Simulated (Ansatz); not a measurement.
Input, command and steps of an Ansatz relaxation.

```yaml
crystal:
  lattice:
    - [-3.1204661124, 3.1204661124, 2.8505231152]
    - [3.1204661124, -3.1204661124, 2.8505231152]
    - [3.1204661124, 3.1204661124, -2.8505231152]
  atoms:
    - { symbol: Zr, position: [0.6792885893, 0.1792885893, 0.8585771786] }
    - { symbol: Zr, position: [0.1792885893, 0.3207114107, 0.5] }
    - { symbol: Zr, position: [0.3207114107, 0.8207114107, 0.1414228214] }
    - { symbol: Zr, position: [0.8207114107, 0.6792885893, 0.5] }
    - { symbol: Fe, position: [0.25, 0.25, 0.0] }
    - { symbol: Fe, position: [0.75, 0.75, 0.0] }
basis:
  ecutwfc: 420
kpoints:
  mp_grid: { grid: [8, 8, 8] }
hamiltonian:
  xc: pbesol
scf:
  occupations: { method: gaussian, width: 0.1 }
output:
  forces: true
  stress: true
  eigenvalues: true
relax:
  adjacent_minimum: "off"
  f_tol: 0.01
  max_steps: 30
  cell: { stress_tol: 0.1, fix: [volume] }
```

```bash
ansatz run input.yaml --threads 1 --pin off --max-ram 2560MiB --backend cpu --events-out ev --progress --plain --runs-dir out
```

Method: Ansatz, DFT PBEsol, scalar-relativistic, plane waves, PAW.

The volume is held at 1.03 times that of the relaxed cell.

Of 4 frames 3 are shown, positions in Å and forces in eV/Å; the SCF threshold varies from step to step. Steps run on the plane waves of an earlier cell, with a Pulay correction in the pressure. The basis is chosen afresh for the last frame, the zero of the energies, and at times for earlier ones too; energy and pressure step there, also at an unchanged geometry. The mark taken_back stands on steps that the optimiser undid.

```xyz
6
Lattice="-3.1205 3.1205 2.8505 3.1205 -3.1205 2.8505 3.1205 3.1205 -2.8505" Properties=species:S:1:pos:R:3:forces:R:3 pbc="T T T" step=1 free_energy_over_end_meV_per_atom=0.30 pressure_GPa=-3.88
Zr    1.1189    4.2394    0.0000    0.0604    0.0604    0.0000
Zr    2.0015    1.1189    0.0000   -0.0604    0.0604    0.0000
Zr    2.0015   -1.1189    2.8505   -0.0604   -0.0604    0.0000
Zr    1.1189    2.0015    2.8505    0.0604   -0.0604    0.0000
Fe    0.0000    0.0000    1.4253    0.0000    0.0000    0.0000
Fe    0.0000    0.0000    4.2758    0.0000    0.0000    0.0000
6
Lattice="-3.1192 3.1192 2.8528 3.1192 -3.1192 2.8528 3.1192 3.1192 -2.8528" Properties=species:S:1:pos:R:3:forces:R:3 pbc="T T T" step=2 free_energy_over_end_meV_per_atom=4.13 pressure_GPa=-3.08 taken_back
Zr    1.1511    4.2703    0.0000   -0.2352   -0.2352    0.0000
Zr    1.9682    1.1511    0.0000    0.2352   -0.2352    0.0000
Zr    1.9682   -1.1511    2.8528    0.2352    0.2352    0.0000
Zr    1.1511    1.9682    2.8528   -0.2352    0.2352    0.0000
Fe    0.0000    0.0000    1.4264    0.0000    0.0000    0.0000
Fe    0.0000    0.0000    4.2791    0.0000    0.0000    0.0000
6
Lattice="-3.1179 3.1179 2.8553 3.1179 -3.1179 2.8553 3.1179 3.1179 -2.8553" Properties=species:S:1:pos:R:3:forces:R:3 pbc="T T T" step=4 free_energy_over_end_meV_per_atom=0.00 pressure_GPa=-3.71
Zr    1.1252    4.2431    0.0000   -0.0023   -0.0023    0.0000
Zr    1.9926    1.1252    0.0000    0.0023   -0.0023    0.0000
Zr    1.9926   -1.1252    2.8553    0.0023    0.0023    0.0000
Zr    1.1252    1.9926    2.8553   -0.0023    0.0023    0.0000
Fe    0.0000    0.0000    1.4276    0.0000    0.0000    0.0000
Fe    0.0000    0.0000    4.2829    0.0000    0.0000    0.0000
```

It took 74 s on 1 thread of Arm Neoverse V2 (shared host), peak memory 0.54 GiB.

Spin polarisation was left out, and a magnetic state may lie lower.